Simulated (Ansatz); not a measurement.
Cu Kα1 powder pattern (kinematic, no thermal factors).
```json
{"2θ (°)": "19.82", "relative intensity": "7"}
{"2θ (°)": "21.55", "relative intensity": "100"}
{"2θ (°)": "22.59", "relative intensity": "18"}
{"2θ (°)": "29.44", "relative intensity": "5"}
{"2θ (°)": "34.68", "relative intensity": "10"}
{"2θ (°)": "36.40", "relative intensity": "61"}
{"2θ (°)": "38.41", "relative intensity": "4"}
{"2θ (°)": "40.26", "relative intensity": "13"}
{"2θ (°)": "41.20", "relative intensity": "11"}
{"2θ (°)": "41.79", "relative intensity": "17"}
{"2θ (°)": "43.91", "relative intensity": "12"}
{"2θ (°)": "46.11", "relative intensity": "17"}
{"2θ (°)": "48.31", "relative intensity": "25"}
{"2θ (°)": "52.71", "relative intensity": "8"}
{"2θ (°)": "55.39", "relative intensity": "3"}
{"2θ (°)": "57.13", "relative intensity": "4"}
{"2θ (°)": "59.73", "relative intensity": "1"}
{"2θ (°)": "61.08", "relative intensity": "7"}
{"2θ (°)": "62.16", "relative intensity": "1"}
{"2θ (°)": "63.29", "relative intensity": "10"}
{"2θ (°)": "64.65", "relative intensity": "2"}
{"2θ (°)": "66.60", "relative intensity": "2"}
{"2θ (°)": "67.32", "relative intensity": "8"}
{"2θ (°)": "68.22", "relative intensity": "3"}
{"2θ (°)": "70.95", "relative intensity": "3"}
{"2θ (°)": "71.96", "relative intensity": "7"}
{"2θ (°)": "73.18", "relative intensity": "7"}
{"2θ (°)": "77.32", "relative intensity": "12"}
{"2θ (°)": "78.85", "relative intensity": "1"}
{"2θ (°)": "79.20", "relative intensity": "1"}
{"2θ (°)": "82.29", "relative intensity": "3"}
{"2θ (°)": "86.99", "relative intensity": "1"}
{"2θ (°)": "88.00", "relative intensity": "2"}
{"2θ (°)": "88.27", "relative intensity": "4"}
{"2θ (°)": "89.44", "relative intensity": "9"}
```

The pattern is computed from a structure relaxed with DFT PBE, scalar-relativistic, plane waves, PAW (Ansatz 0.2.0). No spin polarisation. Its elements are Ca, Cl.

Task: Give the structure.

Result: CaCl5.
Space group P6/mmm (No. 191). a = 5.169 Å, b = 5.169 Å, c = 8.242 Å, α = 90.00°, β = 90.00°, γ = 120.00°
```
atom  site  symmetry       x       y       z
  Ca    1a     6/mmm  0.0000  0.0000  0.0000
  Cl    2c      -6m2  0.3333  0.6667  0.0000
  Cl    3g       mmm  0.5000  0.0000  0.5000
```

A pattern alone doesn't exclude other cells with like lines; this is the one computed.

The structure comes from a generated guess; another structure or a mixture of phases may lie lower. No dispersion correction is applied, so the spacing between layers, chains or molecules is poorly fixed.
